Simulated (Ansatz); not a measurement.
# Structure relaxation, NaYCl4

The relaxed structure here is a generated cell of NaYCl4: the first start was made by placing the elements on the sites of a structure type, and the end was not matched to a known phase here, so it may be hypothetical.

The start is a generated cell, NaYCl4 built in the AFLOW prototype AB4C_hP6_191_a_h_b (as in MgAlB4). A full variable-cell relaxation at zero pressure is run with r2SCAN (plane waves to 500 eV, PAW, scalar-relativistic; Ansatz, a first-principles code). First-step values are on the input's coarse k-mesh.

Ansatz input (later rounds restart from its end on a renewed k-mesh):
Ansatz 0.2 input:
```yaml
crystal:
  lattice:
    - [4.2939585, 0, 0]
    - [-2.1469792, 3.7186771, 0]
    - [0, 0, 9.4677076]
  atoms:
    - { symbol: Na, position: [0, 0, 0.5] }
    - { symbol: Y, position: [0, 0, 0] }
    - { symbol: Cl, position: [0.33333333, 0.66666667, 0.2413] }
    - { symbol: Cl, position: [0.66666667, 0.33333333, 0.2413] }
    - { symbol: Cl, position: [0.66666667, 0.33333333, 0.7587] }
    - { symbol: Cl, position: [0.33333333, 0.66666667, 0.7587] }
basis: { ecutwfc: 500, ecutrho_ratio: 4, xc_grid: 4, fft_grid_basis: typed }
kpoints: { mp_grid: { grid: [6, 6, 3] } }
hamiltonian:
  xc: r2scan
  dispersion: none
  pseudopotentials: { kind: paw }
scf: { occupations: { method: fermi_dirac, width: 0.05 } }
relax: { f_tol: 0.01, max_steps: 100, cell: { stress_tol: 0.02 } }
output: { forces: true, stress: true }
```

How large is the pressure on the unrelaxed cell, and of which sign?

+7.5 GPa (positive: the cell is compressed).

What is the largest force in the starting geometry, and on which atom (counted from 1)?

0.80 eV/Å, on Cl3, Cl4, Cl5, Cl6 (atoms numbered as listed).

How much energy is released per atom?

1.15 eV/atom.

How does the volume per atom move from start to end?

-4.1 %, from 25.20 to 24.16 Å³/atom.

How do the shortest distances between atoms change?

The closest pairs of elements (up to four, under 3.6 Å), start → end: Cl–Cl 2.48 → 2.79 Å; Cl–Y 3.37 → 3.19 Å; Cl–Na 3.48 → 3.45 Å; Na–Y 4.73 → 3.58 Å.

What does it relax into? Give the structure.


```cif
data_Cl4NaY
_chemical_formula_sum 'Na1 Y1 Cl4'
_space_group_name_H-M_alt 'P6/mmm'
_space_group_IT_number 191
_space_group_name_Hall '-P 6 2'
_cell_length_a 4.83499
_cell_length_b 4.83499
_cell_length_c 7.15909
_cell_angle_alpha 90.000
_cell_angle_beta 90.000
_cell_angle_gamma 120.000
loop_
_atom_site_label
_atom_site_type_symbol
_atom_site_symmetry_multiplicity
_atom_site_Wyckoff_symbol
_atom_site_fract_x
_atom_site_fract_y
_atom_site_fract_z
_atom_site_occupancy
Na1 Na 1 b 0.00000 0.00000 0.50000 1
Y1 Y 1 a 0.00000 0.00000 0.00000 1
Cl1 Cl 4 h 0.33333 0.66667 0.21638 1
```

The space group stays P6/mmm (No. 191) (the run could not lower it), with 6 atoms in the primitive cell. Final values are on a 8×8×5 k-mesh of the relaxed cell. No spin polarisation in the result.

The run could not lose the symmetry of its start, so the end can be a saddle point.
